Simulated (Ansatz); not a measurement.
**Ansatz run, BaBiH$_{3}$**

Input file of Ansatz 0.2.0:

```yaml
crystal:
  lattice:
    - [3.0346, 3.03157, 4.282515]
    - [3.0346, -3.03157, 4.282515]
    - [3.077947, 3.03157, -4.282515]
  atoms:
    - { symbol: Ba, position: [0.2506, 0.5085, 0.2579] }
    - { symbol: Ba, position: [0.7494, 0.4915, 0.7421] }
    - { symbol: H, position: [0.2602, 0.0698, 0.8096] }
    - { symbol: H, position: [0.7398, 0.9302, 0.1904] }
    - { symbol: Bi, position: [0.0, 0.0, 0.0] }
    - { symbol: H, position: [0.2165, 0.0063, 0.298] }
    - { symbol: H, position: [0.2917, 0.4855, 0.702] }
    - { symbol: H, position: [0.7835, 0.9937, 0.702] }
    - { symbol: H, position: [0.7083, 0.5145, 0.298] }
    - { symbol: Bi, position: [0.5, 0.0, 0.5] }
  symmetry: { tolerance: 0.0003 }
kpoints:
  mp_grid: { grid: [4, 4, 4], shift: [0, 0, 0] }
  band_path:
    path:
      - [0.0, 0.0, 0.0]
      - [0.37527875, -0.37527875, 0.37527875]
      - [-0.37527875, -0.62472125, 0.62472125]
      - [-0.5, -0.5, 0.5]
      - [0.0, 0.0, 0.0]
      - [-0.5, -0.5, 0.0]
      - [-0.25088841, -0.74911159, 0.24911159]
      - [0.25088841, -0.25088841, -0.24911159]
      - [0.0, 0.0, -0.5]
      - [0.0, 0.0, 0.0]
      - [0.0, -0.5, 0.0]
    npoints: 7
magnetization:
  spin_polarized: false
scf:
  occupations: { method: gaussian, width: 0.0339 }
  lower_state_search: "off"
  max_iter: 200
hamiltonian:
  pseudopotentials: { kind: paw }
  xc: pbe
basis:
  ecutwfc: 420
  fft_grid_basis: typed
output:
  forces: true
  stress: true
  eigenvalues: true
  bader: true
  populations: true
  elf: true
  write_potential: true
  volumetric_format: npy
  dos:
    e_range: [-12, 8]
    de: 0.05
    projected: { site_lists: { Ba: [Ba], Bi: [Bi], H: [H] } }
  write_density: true
checkpoint:
  read: saved_state
```

Command:

```sh
ansatz run input.yaml --threads 1 --pin off --max-ram 2560MiB --backend cpu --events-out ev --progress --plain --runs-dir out
```

The saved state is an earlier solution for the same cell, perhaps on another mesh. 

Parts of the output:

```
Pseudopotentials: kind: paw
Pseudopotential: Ba, paw, valence charge 10, recommended cutoff 420 eV (normal), Ba.paw.azcp
Pseudopotential: H, paw, valence charge 1, recommended cutoff 420 eV (normal), H.paw.azcp
Pseudopotential: Bi, paw, valence charge 15, recommended cutoff 420 eV (normal), Bi.paw.azcp
Functional definition: PBE
  exchange = pbe_x(kappa = kappa, mu = beta*pi^2/3)
  correlation = pbe_c(beta = beta)
Crystal: 10 atoms, lattice volume = 158.715 Å³
Basis set: ecut = 420 eV, 3123 PW (Γ), exchange–correlation on 90×90×90 points (8 copies of the dense FFT grid, shifted against one another)
Bands: 38, of which v1, the nominal top of the filled ones, is band 28 counted from 1 (27 counted from 0)
Symmetry: 4 space group operations
Space group: C2/m (ITA 12), of the structure as read, at distance tolerance 1.6e-3 Å
k-points: 24 of 64
Initial density: read from a saved state, or passed on in memory by an earlier SCF of this step, an earlier step, the calling program or the single point that the run made first
Functional: x = pbe(κ = 0.804, μ = 0.2195), c = pbe(β = 0.0667)
Free energy (F): -36785.8247 eV
Harris-Foulkes:  -36785.8247 eV  (|F-HF|=2.42e-9)
Internal energy: -36785.8205 eV  (E = F + TS)
E sigma→0 (E₀):  -36785.8226 eV
Entropy (-TS):   -0.0042 eV (-0.423 meV/atom)
Fermi energy:    10.7278 eV
--- Per-component energies (eV) ---
  E_band       = -263.5071
  E_kinetic    = 1031.5084
  E_local      = -3737.1672  (includes V_loc(G=0)·N_el)
  E_nonlocal   = 1242.7938
  E_hartree    = 1240.9132
  E_xc         = -697.2526
  E_vxc        = -636.0958  (∫ρ·V_xc dr)
  E_paw        = -31780.7246  (= ΣΔE_a)
  E_vpaw       = -646.3699  (= ΣTr[D̂ρ^β])
  E_aug_tail   = -0.0074  (compensation charges beyond the density's cutoff)
  E_ewald      = -4085.8840
  E_smearing   = -0.0042  (= −TS)
--- Stress (GPa, compression-positive) ---
        8.5389       0.0000      -0.2164
        0.0000       6.6388       0.0000
       -0.2164       0.0000       7.6771
  P = ⅓ Tr σ = 7.6183 GPa (76.183 kbar)
--- Löwdin populations: 10 sites ---
  site symbol       q [e]
     0     Ba      8.3282
     1     Ba      8.3282
     2      H      1.2687
     3      H      1.2687
     4     Bi     15.4060
     5      H      1.2648
     6      H      1.2648
     7      H      1.2648
     8      H      1.2648
     9     Bi     15.1682
  spilling = 0.0209 (of n_electrons = 56.0000)
--- Bader charges: 10 sites ---
  site symbol  charge [e]  shift [e]
     0     Ba      1.1449     0.0000
     1     Ba      1.1449     0.0000
     2      H     -0.4439     0.0000
     3      H     -0.4439     0.0000
     4     Bi      0.0469     0.0000
     5      H     -0.4477     0.0000
     6      H     -0.4477     0.0000
     7      H     -0.4477     0.0000
     8      H     -0.4477     0.0000
     9     Bi      0.3418     0.0002
```

Absolute energies hang on the potentials; compare differences alone.

Origin: a known structure type with other elements, at an estimated volume, so it need not be a known compound. Caveats: the k mesh is coarse if the cell is a metal.

Run time, from a saved density: 86 s on 1 thread of Arm Neoverse V1 (shared host), peak memory 0.54 GiB.
